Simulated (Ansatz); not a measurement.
Si2Os in space group Cmce (No. 64; Si on 16g, Si on 16g, Os on 8f, Os on 8d), r²SCAN (plane waves, PAW; program Ansatz). The conduction-band minimum lies at Γ, with 1 equivalent valley. Second derivatives d²E/dk² of the lowest band at one valley (eV·Å²), along Cartesian directions:

```tsv
direction	d²E/dk²
[100]	19.35
[010]	20.64
[001]	10.70
[110]	19.99
[101]	15.02
[011]	15.66
```

### Question
Find the principal effective masses, the density-of-states mass and the conductivity mass.

### Answer
Off-diagonal terms follow from H_xy = H[110] − (H_xx + H_yy)/2, and m*/mₑ = 7.620 eV·Å² over each eigenvalue: 0.37, 0.39, 0.71. One valley's DOS mass (m₁m₂m₃)^(1/3) = 0.47, conductivity mass 3/(Σ 1/mᵢ) = 0.45 mₑ.

### Question
What effective density of states Nc follows at 300 K for parabolic valleys?

### Answer
Nc = 2.509e19 × 1 × (0.47)^(3/2) ≈ 8.1e18 cm⁻³.

The workflow started from a Materials Project entry (that database holds measured and hypothetical structures alike); the Crystallography Open Database copy checked does not list it. Its standing as an ambient phase is unchecked. The r²SCAN relaxation kept the symmetry of its start; whether a distortion lowers the energy is not shown. The run is not spin-polarised. Spin–orbit coupling is left out wherever it is not named.

Potentials: the later of the program's two PAW sets.

Edges and masses are those of Kohn–Sham bands, whose gap is no quasiparticle gap.
